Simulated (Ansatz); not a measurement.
GeBCN:
```
CELL_PARAMETERS angstrom
      1.46234     0.84428     4.78833
     -1.46234     0.84428     4.78833
      0.00000    -1.68856     4.78833
ATOMIC_POSITIONS crystal
  B  0.00278 0.00278 0.00278
  N  0.88720 0.88720 0.88720
  Ge 0.49578 0.49578 0.49578
  C  0.36421 0.36421 0.36421
```

Plane-wave PAW r²SCAN (Ansatz code) gives a gap of 0.79 eV without spin–orbit coupling, maximum at Γ, minimum at F.

Question: What happens when spin–orbit coupling is switched on?

Answer: The gap hardly moves, to 0.79 eV; maximum at Γ, minimum at F.

Question: Give the hole effective mass with spin–orbit coupling.

Answer: 0.34, 0.34, 2.0 mₑ (principal values).

Space group R3m. The start of the workflow was typed in or built on a structure type; neither database checked (COD, Materials Project) lists it. Its standing as an ambient phase is unchecked. Symmetry was held in the r²SCAN relaxation; whether a distortion lowers the energy is not shown. The volume moved by -16 % from the start of the relaxation.

Potentials: the earlier of the program's two PAW sets.
